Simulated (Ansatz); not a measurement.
ScAl$_{3}$ (Cu3Au type)

```xyz
4
Lattice="4.1059 0.0000 0.0000 0.0000 4.1059 0.0000 0.0000 0.0000 4.1059" Properties=species:S:1:pos:R:3 pbc="T T T"
Al     0.0000     2.0529     2.0529
Al     2.0529     2.0529     0.0000
Al     2.0529     0.0000     2.0529
Sc     0.0000     0.0000     0.0000
```

Scan: atom 2 (Al, nearest neighbour Al at 2.903 Å; its periodic images, 4.1 Å or more away, move with it) is displaced along Cartesian z, direction (0.000, 0.000, 1.000) in Cartesian axes, by s. The other atoms stay.

These are PBE (plane waves to 420 eV, PAW, scalar-relativistic; Ansatz, a first-principles code) values and carry that method's errors. k mesh 9×9×9 (Γ-centred), Fermi-Dirac smearing 0.05 eV. The energy includes the smearing's −TS. With partly filled bands, energies and forces of such displacements shift with the k mesh and the smearing. ScAl3 is run without spin polarisation. ScAl3 was relaxed with its symmetry unable to fall. The zero of ΔE is the undisplaced structure. The last digit holds for this mesh only.

| s (Å) | ΔE (meV/cell) |
|---|---|
| -0.290 | 192.1 |
| -0.232 | 122.1 |
| -0.174 | 68.3 |
| -0.116 | 30.3 |
| -0.058 | 7.5 |
| 0.000 | 0.0 |
| 0.058 | 7.5 |
| 0.116 | 30.3 |
| 0.174 | 68.3 |
| 0.232 | 122.1 |
| 0.290 | 192.1 |

Task: What force constant k = d²E/ds² at s = 0 does the table give?

Result: 4.5 eV/Å². It is the second difference of the nearest points, corrected with the next pair.

Task: With k = 4.48 eV/Å² from the forces, is the well harmonic out to s = 0.290 Å?

Result: ½ks² = 189 meV/cell against the computed 192 meV/cell, so the well is close to harmonic there.

(For displaced atoms, the force is minus the slope of the energy, and its curvature is a force constant, which sets phonon frequencies.)
